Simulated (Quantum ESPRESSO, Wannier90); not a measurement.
## NaI (rock salt): Wannier90 run

```
begin unit_cell_cart
ang
    0.0000000000    3.2186550000    3.2186550000
    3.2186550000    0.0000000000    3.2186550000
    3.2186550000    3.2186550000    0.0000000000
end unit_cell_cart
begin atoms_frac
Na   0.0000000000  0.0000000000  0.0000000000
I    0.5000000000  0.5000000000  0.5000000000
end atoms_frac
```

Cell from Materials Project (mp-23268), symmetrised, no further relaxation. COD (Crystallography Open Database) has an entry of this formula and space group (matched by these alone). Level: PBEsol, no spin polarisation, no spin-orbit coupling; pw.x of Quantum ESPRESSO at 71 Ry with PseudoDojo potentials, 8×8×8 k-points, Wannier90. Density: 8×8×8 mesh, cold smearing 0.01 Ry. Spin-orbit coupling is left out although heavy elements are present.

Band 5 is isolated and gives one Wannier function a cell (I2 5s 93 %, Na1 3s 7 %; spread 1.30 Å²). Its on-site energy is ε = -10.790 eV relative to the valence-band maximum, and its hoppings t(R) = t(−R) to the nearer images are (images within this range that aren't listed have |t| under 5 meV):

| R (lattice vectors; −R alike) | distance (Å) | t (eV) |
|---|---|---|
| 0 0 1 | 4.55 | -0.026 |
| 0 1 -1 | 4.55 | -0.026 |
| 0 1 0 | 4.55 | -0.026 |
| 1 -1 0 | 4.55 | -0.026 |
| 1 0 -1 | 4.55 | -0.026 |
| 1 0 0 | 4.55 | -0.026 |

Problem. Work out the band energy at Γ, X, U, K from these numbers.

Solution. For one orbital E(k) = ε + Σ_R 2 t(R) cos(2π k·R), the sum over the listed R.
- Γ, k = (0.000, 0.000, 0.000): E = -10.790 + (-0.026)·(12.00) = -11.10 eV; pw.x: -11.11 eV
- X, k = (0.500, 0.000, 0.500): E = -10.790 + (-0.026)·(-4.00) = -10.69 eV; pw.x: -10.70 eV
- U, k = (0.625, 0.250, 0.625): E = -10.790 + (-0.026)·(-3.66) = -10.69 eV; pw.x: -10.70 eV
- K, k = (0.375, 0.375, 0.750): E = -10.790 + (-0.026)·(-3.66) = -10.69 eV; pw.x: -10.70 eV

At these points the listed shells miss the plane-wave band by up to 0.01 eV, of a width of 0.42 eV on the path. With all its hoppings the model misses the band by 0.0 meV at worst on the whole path; the listed shells hold nearly all of the dispersion.
